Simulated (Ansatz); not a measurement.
**Relaxing iron (diamond)**

All numbers below come from DFT, PBEsol, plane waves (420 eV) with PAW, scalar-relativistic (Ansatz 0.2.0). The PAW files were generated under PBE, with cores re-solved for the functional.

k-point mesh 11×11×11, Fermi-Dirac smearing 0.1 eV, no spin polarisation. Cell and atoms relax.

Starting structure:

```yaml
crystal:
  lattice:
    - [0.0, 2.514509054, 2.514509054]
    - [2.514509054, 0.0, 2.514509054]
    - [2.514509054, 2.514509054, 0.0]
  atoms:
    - { symbol: Fe, position: [0.125, 0.125, 0.125] }
    - { symbol: Fe, position: [0.875, 0.875, 0.875] }
hamiltonian:
  xc: pbesol
  pseudopotentials:
    kind: paw
    azcp:
      Fe: "pseudopotentials/Fe.paw.azcp"
basis:
  ecutwfc: 420
  fft_grid_basis: typed
kpoints:
  mp_grid: { grid: [11, 11, 11], shift: [0, 0, 0] }
magnetization:
  spin_polarized: false
scf:
  occupations: { method: fermi_dirac, width: 0.1 }
relax:
  max_steps: 60
  f_tol: 0.01
  cell: {}
output:
  write_density: true
  write_potential: true
  elf: true
  volumetric_format: npy
```

Problem. What cell does the relaxation end in?

Solution. Fd-3m with a = 4.807 Å; 13.88 Å³ per atom against 15.90 at the start (-12.7 %).

Problem. How much energy does the relaxation gain?

Solution. 123.9 meV per atom.

Path of the relaxation (the plane waves are chosen anew near the end, which can shift the energy a little):

```json
{"step": "0", "E − E(final) (meV/atom)": "123.93", "V (Å³/atom)": "15.899", "P (GPa)": "-17.40", "max force (eV/Å)": "0.000"}
{"step": "1", "E − E(final) (meV/atom)": "19.12", "V (Å³/atom)": "14.627", "P (GPa)": "-8.08", "max force (eV/Å)": "0.000"}
{"step": "2", "E − E(final) (meV/atom)": "0.50", "V (Å³/atom)": "13.680", "P (GPa)": "2.62", "max force (eV/Å)": "0.000"}
{"step": "3", "E − E(final) (meV/atom)": "-1.02", "V (Å³/atom)": "13.883", "P (GPa)": "-0.02", "max force (eV/Å)": "0.000"}
{"step": "4", "E − E(final) (meV/atom)": "0.00", "V (Å³/atom)": "13.883", "P (GPa)": "0.00", "max force (eV/Å)": "0.000"}
```

Spin polarisation is off here; a magnetic state may lie lower.
